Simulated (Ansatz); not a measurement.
A: Te (trigonal-Te type, space group P3_121), a = 4.5182 Å, b = 4.5182 Å, c = 5.9555 Å, α = 90.00°, β = 90.00°, γ = 120.00°
B: MgH2 (rutile), a = b = 4.517 Å, c = 3.013 Å, α = β = γ = 90.00°
C: Al$_{2}$Cu (Al2Cu type, space group I4/mcm), a = b = 6.059 Å, c = 4.874 Å, α = β = γ = 90.00°
D: TiO2 (rutile), a = b = 4.643 Å, c = 2.964 Å, α = β = γ = 90.00°

Scan: energy over volume and axial ratio (atoms clamped). All come from one method, each on a k mesh of its own. Al2Cu is run without spin polarisation. All were relaxed with their symmetry unable to fall. Spin-orbit coupling is left out. TiO2 is run without spin polarisation.

**Question.** Put the candidates in order of modulus against c/a change at fixed volume, (3/4V)·∂²E/∂(ln c/a)² (fitted), highest first, for PBE (plane waves to 420 eV, PAW, scalar-relativistic; Ansatz, an electronic-structure program).

**Answer.** D (130 GPa), C (60 GPa), B (43 GPa), A (14 GPa)

(A scan under strain: stresses follow from slopes of the energy per volume, elastic moduli from its curvatures.)
